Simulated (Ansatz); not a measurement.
**N, first-principles data**

N:
```
CELL_PARAMETERS angstrom
      4.05731     0.00000     0.00000
      0.00000     4.05731     0.00000
      0.00000     0.00000     5.23779
ATOMIC_POSITIONS crystal
  N  0.09524 0.09524 0.00000
  N  0.59524 0.40476 0.50000
  N  0.40476 0.59524 0.50000
  N  0.90476 0.90476 0.00000
```

Space group P4_2/mnm (No. 136); conventional cell a = b = 4.0573 Å, c = 5.2378 Å, α = β = γ = 90.00°.

Method: DFT-r²SCAN+D4 in the program Ansatz with PAW potentials. The cell and atoms are relaxed at this level. Other levels are named where they apply.

Cell and energy:

* **Volume per atom**: 21.56 Å³
* **Density**: 1.08 g/cm³

Electronic structure:

- Band gap = 7.67 eV (indirect)
- Valence-band maximum = at A
- Conduction-band minimum = at Γ
- Smallest direct gap on the standard path = 7.86 eV

The start of the workflow was typed in or built on a structure type; the Crystallography Open Database copy checked does not list it. It is not the usual solid phase (space group No. 205). The cell was relaxed with r²SCAN+D4 under the symmetry of its start; its stability against distortions is not shown here. The substance is a gas or liquid at ambient conditions.

Potentials: the later of the program's two PAW sets.
